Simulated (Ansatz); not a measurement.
Given:

I:
```yaml
crystal:
  lattice:
    - [3.87185, -2.31760, 0.00000]
    - [3.87185, 2.31760, 0.00000]
    - [0.00000, 0.00000, 9.85353]
  atoms:
    - { symbol: I, position: [0.84437, 0.15563, 0.12004] }
    - { symbol: I, position: [0.15563, 0.84437, 0.87996] }
    - { symbol: I, position: [0.34437, 0.65563, 0.37996] }
    - { symbol: I, position: [0.65563, 0.34437, 0.62004] }
```

This is the r²SCAN-relaxed structure.

Question: All from r²SCAN (plane waves, PAW; program Ansatz), unless another level is named. Give the smallest direct gap on the standard path.

Answer: 1.33 eV.

Question: Predict the band gap.

Answer: 1.23 eV (indirect).

Question: Next, the valence-band maximum?

Answer: at Γ.

Space group Cmce (molecular I2 type). Symmetry was held in the r²SCAN relaxation. A crystal of weakly bound units computed without a dispersion correction: the cell and the soft elastic constants depend strongly on that. Spin–orbit coupling is left out wherever it is not named.

Potentials: the later of the program's two PAW sets.
